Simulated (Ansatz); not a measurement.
With LDA in the plane-wave PAW code Ansatz, TaAs in the tetragonal phase (I4_1md; Ta on 4a, As on 4a) relaxes to a = 3.405 Å, c = 11.509 Å. As has 6 nearest neighbours from 2.58 Å (trigonal prismatic). Against the elements it lies at -0.63 eV/atom, with no fitted shifts.

Electronic character: no gap, with almost no states at the Fermi level (zero-gap or semimetallic).

The bulk modulus is 197 GPa. The highest mode at Γ lies at 266 cm^-1.

The cell was relaxed with LDA under the symmetry of its start; of distortions, only those at the zone centre were tested. The run is not spin-polarised. A small band overlap can be real or an error of a semilocal functional. As this level gives no gap, phonon frequencies hold no LO–TO term and depend on the k-mesh and smearing (Fermi–Dirac, 0.1 eV here). The references are the lowest solids computed at this level, not always the standard phases. Scalar-relativistic: spin–orbit coupling is off unless named, which matters more the heavier the elements.

Potentials: the later of the program's two PAW sets.
